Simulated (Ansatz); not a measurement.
CdGaNO in space group P3m1 (No. 156; Ga on 1b, Cd on 1c, O on 1b, N on 1c), PBEsol (plane waves, PAW; program Ansatz). The conduction-band minimum lies at Γ, with 1 equivalent valley. Second derivatives d²E/dk² of the lowest band at one valley (eV·Å²), along Cartesian directions:

```csv
direction,d²E/dk²
[100],80.32
[010],80.32
[001],66.76
[110],80.32
[101],73.57
[011],73.57
```

**Question.** Find the principal effective masses, the density-of-states mass and the conductivity mass.

**Answer.** Off-diagonal terms follow from H_xy = H[110] − (H_xx + H_yy)/2, and m*/mₑ = 7.620 eV·Å² over each eigenvalue: 0.095, 0.095, 0.11. One valley's DOS mass (m₁m₂m₃)^(1/3) = 0.10, conductivity mass 3/(Σ 1/mᵢ) = 0.10 mₑ.

**Question.** What effective density of states Nc follows at 300 K for parabolic valleys?

**Answer.** Nc = 2.509e19 × 1 × (0.10)^(3/2) ≈ 7.9e17 cm⁻³.

**Question.** With the computed static dielectric constant 11.7 (mean of the diagonal), estimate a hydrogenic donor's binding energy and radius.

**Answer.** E = 13.606 eV × 0.10/11.7² ≈ 9.9 meV; a = 0.529 Å × ε/m* ≈ 62 Å. Semilocal masses tend to be too small when the gap is underestimated.

The start of the workflow was typed in or built on a structure type; neither database checked (COD, Materials Project) lists it. Whether it is the stable phase at ambient conditions was not checked. The cell was relaxed with PBEsol under the symmetry of its start; whether a distortion lowers the energy is not shown. Spin–orbit coupling is left out wherever it is not named.

Potentials: the earlier of the program's two PAW sets. The files were generated under PBE; for other functionals the program regenerates the frozen cores, and for LDA and PBEsol the local potential too.
